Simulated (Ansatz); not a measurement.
HfC in space group P6_3/mmc (No. 194; Hf on 2d, C on 2c), the program Ansatz at the r²SCAN level (PAW), all energies at zero smearing, with the estimated change up to a 700 eV cutoff added, with one set of potentials and settings (totals compare only within such a set). Cell of 4 atoms (2 Hf, 2 C): -31972.791 eV.

| element | reference phase | E (eV/atom) |
|---|---|---|
| Hf | P6_3/mmc, 2 atoms in the cell | -15733.0631 |
| C | P6_3/mmc, 4 atoms in the cell | -251.6711 |

Formation energy per atom, worked out: (-31972.791 − 2×(-15733.0631) − 2×(-251.6711))/4 = -0.831 eV/atom (-80 kJ per mol of atoms), at 0 K, without zero-point energy or fitted corrections.

The start of the workflow was typed in or built on a structure type; the Crystallography Open Database copy checked does not list it. It is not the phase usual at ambient conditions (space group No. 225). Symmetry was held in the r²SCAN relaxation; whether a distortion lowers the energy is not shown. No spin polarisation was allowed. The references are the lowest solids computed at this level, not always the standard phases. Spin–orbit coupling is left out wherever it is not named.

Potentials: the later of the program's two PAW sets.
